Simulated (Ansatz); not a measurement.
BaHfO3 (cubic perovskite, Pm-3m) under volume change, PBEsol (plane waves, PAW; program Ansatz), scaled uniformly.

```
V (Å³/atom)  E − E(relaxed) (meV/atom)  P (GPa)
-----------  -------------------------  -------
13.084                            72.9    19.64
13.516                            30.5    12.00
13.947                             7.2     5.51
14.378                             0.0     0.00
14.810                             [?]      [?]
15.241                            24.5    -8.66
15.673                             [?]      [?]
```

Question: Fill in the missing entries.

Answer: 
- 15.673, E − E(relaxed) (meV/atom): 52.6
- 15.673, P (GPa): -12.05
- 14.810, E − E(relaxed) (meV/atom): 6.5
- 14.810, P (GPa): -4.68

Question: What does a third-order Birch–Murnaghan fit give for V₀, B₀ and B′?

Answer: V₀ = 14.38 Å³/atom, B₀ = 169 GPa, B′ = 4.4.

Symmetry was held in the PBEsol relaxation. No spin polarisation was allowed. Spin–orbit coupling is left out wherever it is not named.

Potentials: the earlier of the program's two PAW sets. The files were generated under PBE; for other functionals the program regenerates the frozen cores, and for LDA and PBEsol the local potential too.
